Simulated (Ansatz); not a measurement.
Given:

Cr$_{2}$GeC:
```cif
data_C2Cr4Ge2
_chemical_formula_sum 'Cr4 Ge2 C2'
_space_group_name_H-M_alt 'P63/mmc'
_space_group_IT_number 194
_space_group_name_Hall '-P 6c 2c'
_cell_length_a 2.89927
_cell_length_b 2.89927
_cell_length_c 11.88531
_cell_angle_alpha 90.000
_cell_angle_beta 90.000
_cell_angle_gamma 120.000
loop_
_atom_site_label
_atom_site_type_symbol
_atom_site_symmetry_multiplicity
_atom_site_Wyckoff_symbol
_atom_site_fract_x
_atom_site_fract_y
_atom_site_fract_z
_atom_site_occupancy
Cr1 Cr 4 f 0.33333 0.66667 0.08558 1
Ge1 Ge 2 d 0.66667 0.33333 0.25000 1
C1 C 2 a 0.00000 0.00000 0.00000 1
```

This is the PBEsol-relaxed structure.

Q: All from plane-wave PAW PBEsol (Ansatz code), unless another level is named. Give the electronic character.

A: metallic (no gap).

Q: And the density of states at the Fermi level?

A: 0.88 states/eV per atom (mean over ±0.08 eV).

Q: Next, the formation energy from the elements (no fitted shifts)?

A: -0.16 eV/atom.

Space group P6_3/mmc. The first step of the workflow began from a Materials Project structure, measured or hypothetical; the Crystallography Open Database copy checked does not list it. Its standing as an ambient phase is unchecked. The PBEsol relaxation kept the symmetry of its start; its stability against distortions is not shown here. The workflow began spin-polarised and lost its moments. The references are the lowest solids computed at this level, not always the standard phases. Spin–orbit coupling is left out wherever it is not named.

Potentials: the later of the program's two PAW sets.
